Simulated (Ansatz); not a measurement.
Consider the following.

WSe₂:
```cif
data_Se2W
_chemical_formula_sum 'W1 Se2'
_space_group_name_H-M_alt 'P 1'
_space_group_IT_number 1
_cell_length_a 3.30025
_cell_length_b 3.30025
_cell_length_c 7.26148
_cell_angle_alpha 90.000
_cell_angle_beta 90.000
_cell_angle_gamma 120.000
loop_
_space_group_symop_operation_xyz
  'x, y, z'
loop_
_atom_site_label
_atom_site_type_symbol
_atom_site_fract_x
_atom_site_fract_y
_atom_site_fract_z
_atom_site_occupancy
W1 W 0.00000 0.00000 0.00000 1
Se1 Se 0.33333 0.66667 0.22927 1
Se2 Se 0.33333 0.66667 0.77073 1
```

This is the r²SCAN+D4-relaxed structure.

Question: All from DFT-r²SCAN+D4 in the program Ansatz with PAW potentials, unless another level is named. Predict the smallest direct gap on the standard path.

Answer: 1.67 eV.

Question: Predict the formation energy from the elements (no fitted shifts).

Answer: -0.60 eV/atom.

Question: Next, the band gap?

Answer: 1.53 eV (indirect).

Question: And the conduction-band minimum?

Answer: on the K–Γ line, 47 % of the way from K (6 equivalent valleys).

Question: Give the weight of the valence-edge state by species (Voronoi cells).

Answer: W 65 %, Se 35 %.

Space group P-6m2. The workflow started from a Materials Project entry (that database holds measured and hypothetical structures alike); the Crystallography Open Database copy checked does not list it. It is not the phase usual at ambient conditions (space group No. 194). The cell keeps a stress of up to 0.2 GPa. Symmetry was held in the r²SCAN+D4 relaxation; its stability against distortions is not shown here. The run is not spin-polarised. The references are the lowest solids computed at this level, not always the standard phases. Spin–orbit coupling is left out wherever it is not named.

Potentials: the later of the program's two PAW sets.
